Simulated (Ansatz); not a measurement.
BN:
```yaml
crystal:
  lattice:
    - [2.55861, 0.00000, 0.00000]
    - [-1.27930, 2.21582, 0.00000]
    - [0.00000, 0.00000, 8.40933]
  atoms:
    - { symbol: B, position: [0.00000, 0.00000, 0.99978] }
    - { symbol: B, position: [0.00000, 0.00000, 0.49978] }
    - { symbol: B, position: [0.66667, 0.33333, 0.75047] }
    - { symbol: B, position: [0.33333, 0.66667, 0.25047] }
    - { symbol: N, position: [0.00000, 0.00000, 0.81315] }
    - { symbol: N, position: [0.00000, 0.00000, 0.31315] }
    - { symbol: N, position: [0.66667, 0.33333, 0.56223] }
    - { symbol: N, position: [0.33333, 0.66667, 0.06223] }
```

Relaxed with PBE. Special points in fractions of this cell's reciprocal vectors: Γ (0.000, 0.000, 0.000); M (0.500, 0.000, 0.000); K (0.333, 0.333, 0.000); A (0.000, 0.000, 0.500); L (0.500, 0.000, 0.500); H (0.333, 0.333, 0.500).

Question: List the band energies nearest the valence-band maximum at these points for plane-wave PAW PBE (Ansatz code).

Answer: In eV from the valence-band maximum; about four levels below and three above (degenerate sets whole), none deeper than 8.9 eV; points with the same levels are listed once.

```csv
k,below,above
Γ,-1.09 -1.09 -0.13 0.00 0.00,8.57 8.57 8.71
M,-3.65 -3.46 -2.58 -2.01,5.50 5.86 8.00
K,-5.34 -4.17 -4.17 -2.92,7.60 7.60 9.50
A,-0.37 -0.37 -0.37 -0.37,9.04 9.04 9.04 9.04
L,-3.44 -3.44 -2.57 -2.57,5.99 5.99 8.34 8.34
H,-3.95 -3.95 -3.76 -3.76,6.81 6.81 11.09 11.09
```

Space group P6_3mc. The cell is a constructed one: a structure type filled with these elements. Its sites differ from those of the usual phase in this space group: another stacking or structure type. Symmetry was held in the PBE relaxation; phonons on a q-mesh show no instability.

Potentials: the later of the program's two PAW sets.
